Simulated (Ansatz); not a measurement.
SrCd2As2:
```cif
data_As2Cd2Sr
_chemical_formula_sum 'Sr1 Cd2 As2'
_space_group_name_H-M_alt 'P 1'
_space_group_IT_number 1
_cell_length_a 4.43489
_cell_length_b 4.43489
_cell_length_c 7.33304
_cell_angle_alpha 90.000
_cell_angle_beta 90.000
_cell_angle_gamma 120.000
loop_
_space_group_symop_operation_xyz
  'x, y, z'
loop_
_atom_site_label
_atom_site_type_symbol
_atom_site_fract_x
_atom_site_fract_y
_atom_site_fract_z
_atom_site_occupancy
Sr1 Sr 0.00000 0.00000 0.00000 1
Cd1 Cd 0.33333 0.66667 0.63212 1
Cd2 Cd 0.66667 0.33333 0.36788 1
As1 As 0.66667 0.33333 0.75110 1
As2 As 0.33333 0.66667 0.24890 1
```

Relaxed with PBEsol. The program Ansatz at the PBEsol level (PAW) gives a gap of 0.19 eV.

What gap does HSE06 give on the same cell (Ansatz, PAW)?

1.02 eV, 0.82 eV more. The hybrid was solved on a coarser mesh and at special points; its gap is the smallest among all of these.

```tsv
k	v1 PBEsol	c1 PBEsol	v1 HSE06	c1 HSE06
Γ	0.00	0.19	0.00	1.02
A	-0.65	0.45	?	?
K	-1.76	2.73	?	?
H	-1.66	2.06	-1.77	2.81
M	-1.35	0.99	?	?
L	-0.96	1.31	?	?
```

Top valence (v1) and lowest conduction level (c1) in eV from each method's valence maximum (which need not be a listed point): supply the withheld HSE06 values.


- L, v1 HSE06: -1.04
- L, c1 HSE06: 2.00
- M, v1 HSE06: -1.44
- M, c1 HSE06: 1.66
- A, v1 HSE06: -0.72
- A, c1 HSE06: 1.29
- K, v1 HSE06: -1.93
- K, c1 HSE06: 3.42

Cost on shared cores: the PBEsol run (SCF on a 7×7×4 mesh, then bands and DOS) roughly 60 core-seconds, the HSE06 run (SCF on 4×4×3, then a few points) around 4 core-minutes (rough); the tasks are unlike.

Space group P-3m1. The first step of the workflow began from a Materials Project structure, measured or hypothetical; the Crystallography Open Database copy checked does not list it. Its standing as an ambient phase is unchecked. The PBEsol relaxation kept the symmetry of its start; its stability against distortions is not shown here. Scalar-relativistic: spin–orbit coupling is off unless named, which matters more the heavier the elements.

Potentials: the later of the program's two PAW sets.
